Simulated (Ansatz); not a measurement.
Input:

Mo$_{3}$Ir (A15 (Cr3Si type), Pm-3n), a = b = c = 4.9403 Å, α = β = γ = 90.00°.

This is the PBEsol-relaxed structure.

Q: All from the program Ansatz at the PBEsol level (PAW), unless another level is named. Estimate the formation energy from the elements (no fitted shifts).

A: -0.100 eV/atom.

Q: Next, the density of states at the Fermi level?

A: 1.2 states/eV per atom (mean over ±0.08 eV).

Q: What about the gap with spin–orbit coupling?

A: none (metallic).

The workflow started from a Materials Project entry (that database holds measured and hypothetical structures alike); the Crystallography Open Database copy checked does not list it. Its standing as an ambient phase is unchecked. The PBEsol relaxation kept the symmetry of its start; of distortions, only those at the zone centre were tested. The run is not spin-polarised. The references are the lowest solids computed at this level, not always the standard phases. Spin–orbit coupling is left out wherever it is not named.

Potentials: the later of the program's two PAW sets.
